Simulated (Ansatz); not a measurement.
Values for one crystal, relaxed and computed with DFT-r²SCAN in the program Ansatz with PAW potentials; other levels are named.

- Volume per atom: 11.40 Å³
- Band gap: 2.53 eV (indirect)
- Valence-band maximum: on the Γ–X line, 88 % of the way from Γ
- Electron effective mass: 0.44, 0.44, 4.0 mₑ (principal values)
- Hole effective mass: 0.97, 1.7, 2.2 mₑ (principal values)
- Conduction-band minimum: at Γ
- Bulk modulus (Birch–Murnaghan fit): 188 GPa

Q: Pick the material that matches.
A. HfSiO4, I4_1/amd (O on 16h, Si on 4b, Hf on 4a)
B. SiO2, R-3m (Si on 3a, O on 6c)
C. BPO4, I-4 (B on 2d, P on 2a, O on 8g)
D. TiO2, anatase

A: D, TiO2, anatase

The cell was relaxed with r²SCAN under the symmetry of its start. The run is not spin-polarised.

Potentials: the later of the program's two PAW sets.
